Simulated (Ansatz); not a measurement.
WO3:
```
CELL_PARAMETERS angstrom
      7.51526     0.00000     0.00000
      0.00000     3.77428     0.00000
      0.00000     0.00000     3.91442
ATOMIC_POSITIONS crystal
  W  0.75000 0.00000 0.06456
  W  0.25000 0.00000 0.93544
  O  0.25000 0.50000 0.98736
  O  0.75000 0.50000 0.01264
  O  0.75000 0.00000 0.51406
  O  0.25000 0.00000 0.48594
  O  0.50000 0.00000 0.00000
  O  0.00000 0.00000 0.00000
```

Relaxed with PBEsol. Special points in fractions of this cell's reciprocal vectors: Γ (0.000, 0.000, 0.000); X (0.500, 0.000, 0.000); S (0.500, 0.500, 0.000); Y (0.000, 0.500, 0.000); Z (0.000, 0.000, 0.500); U (0.500, 0.000, 0.500); R (0.500, 0.500, 0.500); T (0.000, 0.500, 0.500).

Task: List the band energies nearest the valence-band maximum at these points for PBEsol (plane waves, PAW; program Ansatz).

Result: In eV from the valence-band maximum; about four levels below and three above (degenerate sets whole), none deeper than 8.9 eV; points with the same levels are listed once.

| k | below | above |
|---|---|---|
| Γ | -1.57 -1.27 -1.14 -1.14 | 0.59 1.46 2.02 |
| X | -1.58 -1.58 -1.49 -1.49 | 2.03 2.03 2.63 2.63 |
| S | -1.91 -1.91 -0.62 -0.62 | 3.24 3.24 4.28 4.28 |
| Y | -1.60 -1.55 -1.33 -0.01 | 1.46 4.07 4.28 |
| Z | -1.54 -1.14 -1.08 -0.26 | 0.63 3.90 4.11 |
| U | -1.75 -1.75 -0.71 -0.71 | 2.62 2.62 4.19 4.19 |
| R | -0.65 -0.65 -0.27 -0.27 | 4.55 4.55 4.61 4.61 |
| T | -0.28 -0.27 -0.26 0.00 | 3.92 4.04 5.23 |

Space group Pmma. The first step of the workflow began from a Materials Project structure, measured or hypothetical; the Crystallography Open Database copy checked does not list it. COD files the formula under space group No. 2, 14, 62, 129, 130, 191, so this cell is another polymorph or a model. Its standing as an ambient phase is unchecked. The PBEsol relaxation kept the symmetry of its start. At this level the phase is dynamically unstable (imaginary phonons). No spin polarisation was allowed. No Hubbard U is applied. Scalar-relativistic: spin–orbit coupling is off unless named, which matters more the heavier the elements.

Potentials: the later of the program's two PAW sets.
